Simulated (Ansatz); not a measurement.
**Computed properties of BaAlSiH**

BaAlSiH:
```xyz
4
Lattice="4.3184 0.0000 0.0000 -2.1592 3.7398 0.0000 0.0000 0.0000 5.2558" Properties=species:S:1:pos:R:3 pbc="T T T"
Ba     0.0000     0.0000     0.0072
Al     2.1592     1.2466     2.4354
Si     0.0000     2.4932     2.8548
H      2.1592     1.2466     0.7096
```

Space group P3m1 (No. 156); conventional cell a = b = 4.318 Å, c = 5.256 Å, α = β = 90.00°, γ = 120.00°.

Method: plane-wave PAW r²SCAN (Ansatz code). Structure relaxed to zero pressure with the same functional. Other levels are named where they apply.

Cell and energy:

- Volume per atom: 21.22 Å³
- Density: 3.78 g/cm³
- Formation energy from the elements (no fitted shifts): -53 kJ/mol of atoms

Electronic structure:

- Band gap = 0.96 eV (indirect)
- Valence-band maximum = on the H–A line, 94 % of the way from H
- Conduction-band minimum = off the standard path, at k = (0.000, -0.469, -0.107) in fractions of the reciprocal vectors
- Smallest direct gap on the standard path = 1.39 eV
- Electron effective mass = 0.19, 0.42, 2.3 mₑ (principal values)
- Hole effective mass = 0.31, 1.1, 1.9 mₑ (principal values)
- HSE06 gap on the r²SCAN cell = 1.19 eV
- Gap with spin–orbit coupling = 0.95 eV

Mechanics:

- Bulk modulus (Birch–Murnaghan fit) = 50.8 GPa
- Pressure derivative B′ = 3.8

Charges:

- Bader charges: Ba +1.30, Al +1.79, Si -2.28, H -0.81 e

The workflow started from a Materials Project entry (that database holds measured and hypothetical structures alike); the Crystallography Open Database copy checked does not list it. Its standing as an ambient phase is unchecked. The cell was relaxed with r²SCAN under the symmetry of its start; its stability against distortions is not shown here. The references are the lowest solids computed at this level, not always the standard phases (solids in place of the gases). Spin–orbit coupling is left out wherever it is not named.

Potentials: the later of the program's two PAW sets.
